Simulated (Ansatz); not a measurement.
Level of theory: DFT PBE, scalar-relativistic, plane waves, PAW in Ansatz. Cutoff 420 eV, Γ-centred 6×6×4 mesh (16-atom cell), Gaussian smearing of 0.02 eV, no spin polarisation.

Formation energies are uncorrected and count from the elements' standard states at the same level.

**Question.** Propose a candidate for a triclinic semiconductor that holds Ba and 2 more elements, with a gap near 2.4 eV, a formation energy near −0.11 eV/atom and about 10 Å³ per atom, in a cell of 16 atoms.

**Answer.** BaBe5H10, space group P1 (No. 1). Ba has 9 H at 2.53–2.92 Å, 2 Be at 3.15–3.20 Å and 1 H at 3.24 Å; Be on its first site is surrounded by 4 H at 1.45–1.46 Å; Be on its second site has 3 H at 1.44–1.50 Å; around H on its first site lie 2 Be at 1.44–1.46 Å; 12 more sites not described.

```xyz
16
Lattice="4.2754 0.0000 0.0000 -0.0629 4.7783 0.0000 -0.9179 -0.8159 8.1614" Properties=species:S:1:pos:R:3 pbc="T T T"
Ba    3.9491    2.2579    2.2834
Be    1.7388    3.9961    5.8339
Be    1.0092    2.9078    7.6107
Be    1.0758    0.3871    7.5319
Be    2.1669   -0.1901    3.3199
Be    3.1167    4.0103    7.5276
H     1.0331    2.7641    6.1792
H     1.1398    0.4931    6.1043
H     1.5882    3.7775    4.4128
H     3.1609    3.9707    6.0937
H     2.4601    2.4527    0.0135
H     1.7346    3.7510    2.2171
H    -0.4259    2.8550    8.0269
H     1.7501    1.1611    3.2228
H    -0.3620    0.4167    7.9528
H     3.5983   -0.1651    3.2833
```

The volume per atom is 10.42 Å³. The density is 1.92 g/cm³, the energy over the elements is −0.114 eV/atom and the gap on the 6×6×4 mesh of the 16-atom cell is 2.40 eV.

The cell was found from a structure generator's guess, not taken from experiment. Other answers may fit too; this one was computed.

Kohn–Sham gaps at this level usually fall short of measured ones. With hydrogen, zero-point motion can shift formation energies by some tens of meV/atom. This cell was reached by moving the atoms of another relaxed cell at random and relaxing again, last within the group found; it had no such test of its own.
